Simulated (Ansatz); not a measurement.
GaN, in the lowest of the structures calculated here: P6₃mc (No. 186), hP4, wurtzite type; a = 3.183 Å, b = 3.183 Å, c = 5.184 Å, α = 90.00°, β = 90.00°, γ = 120.00°; Ga 2b (0.667, 0.333, 0.499); N 2b (0.333, 0.667, 0.376). Calculation: r2SCAN (plane waves to 500 eV, PAW, scalar-relativistic; Ansatz, an electronic-structure program). Element references, the lowest calculated here: Ga (Cmce), N (Pa-3); gases are represented by their molecular solids.

Question: What formation energy of this P6₃mc form of GaN from the elements does r2SCAN give?

Answer: -0.65 eV/atom.

Static energies, no anion corrections, no zero-point energy. Values are rounded to 0.01 eV/atom. The compounds carry no spin polarisation.
